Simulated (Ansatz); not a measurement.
With plane-wave PAW PBE (Ansatz code), Y₃Si₅ in the hexagonal phase (P-62m; Y on 3f, Si on 2d, Si on 3g) relaxes to a = 6.584 Å, c = 4.194 Å. Against the elements it lies at -0.69 eV/atom, with no fitted shifts.

Electronic character: metallic (no gap). Gap from PBE with spin–orbit coupling: none (metallic).

The bulk modulus is 77.3 GPa.

The start of the workflow was typed in or built on a structure type; neither database checked (COD, Materials Project) lists it. Its standing as an ambient phase is unchecked. Symmetry was held in the PBE relaxation; whether a distortion lowers the energy is not shown. The run is not spin-polarised. The references are the lowest solids computed at this level, not always the standard phases. Spin–orbit coupling is left out wherever it is not named.

Potentials: the earlier of the program's two PAW sets.
